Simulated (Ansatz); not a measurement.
Relaxed-ion elastic tensor of Ru$_{2}$C in space group P-3m1 (No. 164; C on 1a, Ru on 2d) in GPa (Voigt order), PBEsol in the plane-wave PAW code Ansatz; density 10.78 g/cm³, 11.00 Å³ per atom.

```csv
,1,2,3,4,5,6
1,392,241,237,37.0,0.0,0.0
2,241,392,237,-37.0,0.0,0.0
3,237,237,557,0.0,0.0,0.0
4,37.0,-37.0,0.0,48.8,0.0,0.0
5,0.0,0.0,0.0,0.0,48.8,37.0
6,0.0,0.0,0.0,0.0,37.0,75.6
```

Task: Is the crystal mechanically stable?

Result: Yes: the smallest eigenvalue of C is 22.9 GPa.

Task: Work out the Voigt, Reuss and Hill averages.

Result: K_V = 308, K_R = 301, K_H = 304; G_V = 76.4, G_R = 43.5, G_H = 60.0 GPa.

Task: Give Young's modulus, Poisson's ratio, Pugh's ratio and the universal anisotropy index.

Result: E = 9KG/(3K + G) = 169 GPa; ν = 0.41; K/G = 5.07 (ductile by the Pugh limit of 1.75); A_U = 5G_V/G_R + K_V/K_R − 6 = 3.80.

Task: Estimate the sound speeds and the Debye temperature.

Result: v_l = √((K + 4G/3)/ρ) = 5970 m/s, v_t = √(G/ρ) = 2360 m/s, mean 2670 m/s; Θ = (h/k)(3n/4πV)^(1/3) v_m = 358 K.

Task: How much does each axis shrink under pressure?

Result: Linear compressibilities β_i = Σ_j S_ij (j = 1 to 3): x 1.3, y 1.3, z 0.66 per TPa.

A made-up cell: these elements were put on the sites of a structure type; neither database checked (COD, Materials Project) lists it. Its standing as an ambient phase is unchecked. The PBEsol relaxation kept the symmetry of its start; its stability against distortions is not shown here. The run is not spin-polarised. As this level gives no gap, shear constants depend on the k-mesh and smearing (Fermi–Dirac, 0.1 eV here). On the denser mesh and wider smearing of the elastic run this cell carries a stress of 0.7 GPa.

Potentials: the earlier of the program's two PAW sets. The files were generated under PBE; for other functionals the program regenerates the frozen cores, and for LDA and PBEsol the local potential too.
